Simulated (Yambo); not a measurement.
Given:

```xyz
11
Lattice="3.2238 -5.3646 0.0000 3.2238 5.3646 0.0000 0.0000 0.0000 3.8479" Properties=species:S:1:pos:R:3 pbc="T T T"
O      1.2330    -1.5705     0.0000
O      5.2146     1.5705     0.0000
O      1.2330     1.5705     0.0000
O      5.2146    -1.5705     0.0000
O      0.0000     0.0000     1.9240
O      3.2238    -1.9838     1.9240
O      3.2238     1.9838     1.9240
F      3.2238     0.0000     0.0000
Ta     0.0000     0.0000     0.0000
Ta     3.2238    -2.1225     0.0000
Ta     3.2238     2.1225     0.0000
```

Workflow: norm-conserving PBEsol (Quantum ESPRESSO, 84 Ry, scalar-relativistic), then G0W0 in Yambo (2×2×4 Γ-centred k mesh, bands 4 to 212 and a 7 Ry block in the screening, 212 bands in G with the Bruneval-Gonze terminator, plasmon pole fitted at 27.2 eV).

Task: Give the PBEsol and G0W0 gaps between the band edges found on this mesh, and say where the edges lie.

Result: Edges: (-0.5, -0.5, -0.5) → (0, -0.5, 0). PBEsol: 2.28 eV; G0W0: 3.77 eV. Nearest settings tried, and what they do to the gap: 2 Ry block (53 vectors against 271): +496 meV. Not varied: bands in G, bands in W, mesh. So the settings aren't converged at that level. Without spin-orbit coupling, band edges of such heavy elements can be off by tenths of an eV.

Geometry of the Materials Project entry, not relaxed at this level.

The structure is a Materials Project entry; no match was found in the copy of COD used, and its stability was not checked.
